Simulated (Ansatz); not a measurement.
input.yaml

```yaml
crystal:
  lattice:
    - [3.7142863519, 0.0, 0.0]
    - [0.0, 3.7142863519, 0.0]
    - [0.0, 0.0, 3.7142863519]
  atoms:
    - { symbol: Al, position: [0.5, 0.5, 0.5] }
    - { symbol: Ni, position: [0.5, 0.0, 0.0] }
    - { symbol: Ni, position: [0.0, 0.5, 0.0] }
    - { symbol: Ni, position: [0.0, 0.0, 0.5] }
    - { symbol: B, position: [0.0, 0.0, 0.0] }
basis:
  ecutwfc: 420
kpoints:
  mp_grid: { grid: [10, 10, 10] }
hamiltonian:
  xc: pbe
scf:
  occupations: { method: gaussian, width: 0.1 }
output:
  forces: true
  stress: true
  eigenvalues: true
  populations: true
```

Command:
```bash
ansatz run input.yaml --threads 1 --pin off --max-ram 2560MiB --backend cpu --events-out ev --progress --plain --runs-dir out
```

Level of theory: Ansatz, DFT PBE, scalar-relativistic, plane waves, PAW.

From the run's log, abridged (final results; tables in files aren't shown):

```
SCF 1 converged in 7 iterations: F = -18214.012496 eV  dr2 = 3.96e-9
SCF converged after 7 iterations
Free energy (F): -18214.012496 eV
Harris-Foulkes:  -18214.012496 eV  (|F-HF|=2.27e-9)
Internal energy: -18214.003045 eV  (E = F + TS)
E sigma→0 (E₀):  -18214.007770 eV
Entropy (-TS):   -0.009451 eV (-1.890 meV/atom)
Fermi energy:    15.861750 eV
--- Per-component energies (eV) ---
  E_band       = -946.240197
  E_kinetic    = 933.075282
  E_local      = -12607.983807  (includes V_loc(G=0)·N_el)
  E_nonlocal   = 1930.669360
  E_hartree    = 5393.865751
  E_xc         = -331.549434
  E_vxc        = -402.251697  (∫ρ·V_xc dr)
  E_paw        = -5438.041880  (= ΣΔE_a)
  E_vpaw       = -1587.488804  (= ΣTr[D̂ρ^β])
  E_aug_tail   = 0.001506  (compensation charges beyond the density's cutoff)
  E_ewald      = -8094.039823
  E_smearing   = -0.009451  (= −TS)
--- Forces (eV/Å), atoms counted from 1 ---
  atom   1  Al     0.00000000     0.00000000     0.00000000
  atom   2  Ni     0.00000000     0.00000000     0.00000000
  atom   3  Ni     0.00000000     0.00000000     0.00000000
  atom   4  Ni     0.00000000     0.00000000     0.00000000
  atom   5  B      0.00000000     0.00000000     0.00000000
--- Stress (GPa, compression-positive) ---
       15.972581       0.000000       0.000000
        0.000000      15.972581       0.000000
        0.000000       0.000000      15.972581
  P = ⅓ Tr σ = 15.9726 GPa (159.726 kbar)
--- Band table (eV; the first three rows and the last of 56) ---
  k-point 0: bands = ["-87.7446", "-87.7273", "-87.7273", "-48.5433", "-48.5433", "-48.5433", "-47.9538", "-47.9538", "-47.9538", "-47.9448", "-47.9448", "-47.9448", "3.8610", "8.6211", "11.9230", "11.9230", "11.9230", "12.1894", "12.1894", "13.1420", "13.1420", "13.1420", "13.9018", "13.9018", "14.0875", "14.0875", "14.0875", "14.9130", "14.9130", "14.9130", "15.1577", "19.6396", "20.4415", "20.4415", "20.4415", "20.6838"]
  k-point 1: bands = ["-87.7442", "-87.7276", "-87.7273", "-48.5432", "-48.5432", "-48.5429", "-47.9542", "-47.9536", "-47.9536", "-47.9450", "-47.9450", "-47.9448", "3.9585", "8.6485", "11.9087", "11.9087", "11.9412", "11.9441", "12.2581", "12.8072", "12.9989", "12.9989", "13.9027", "14.0400", "14.0642", "14.1359", "14.1359", "14.9131", "15.0771", "15.0771", "15.1192", "19.5563", "20.3526", "20.4730", "20.4730", "20.7119"]
  k-point 2: bands = ["-87.7431", "-87.7287", "-87.7273", "-48.5428", "-48.5428", "-48.5418", "-47.9552", "-47.9532", "-47.9532", "-47.9459", "-47.9459", "-47.9450", "4.2440", "8.6704", "11.2150", "11.8686", "11.8686", "12.0019", "12.4531", "12.4806", "12.7392", "12.7392", "13.9036", "14.0007", "14.0232", "14.1539", "14.1539", "14.9134", "15.0059", "15.5269", "15.5269", "19.4552", "20.4061", "20.5071", "20.5071", "20.7987"]
  k-point 55: bands = ["-87.7330", "-87.7330", "-87.7330", "-48.6184", "-48.4988", "-48.4988", "-47.9875", "-47.9875", "-47.9875", "-47.9154", "-47.9154", "-47.9154", "8.6376", "9.0019", "9.0019", "9.0019", "10.1279", "13.0985", "13.0985", "13.0985", "13.2021", "13.2021", "13.2021", "13.3715", "13.3715", "13.3715", "14.4292", "14.4292", "14.9470", "14.9470", "14.9470", "17.2891", "17.2891", "17.2891", "17.9024", "27.8082"]
--- Löwdin populations: 5 sites ---
  site symbol q [e]
     0     Al      3.4145
     1     Ni     17.3986
     2     Ni     17.3986
     3     Ni     17.3986
     4      B      3.9851
  spilling = 0.006744 (of n_electrons = 60.000000)
```

Self-consistency was reached.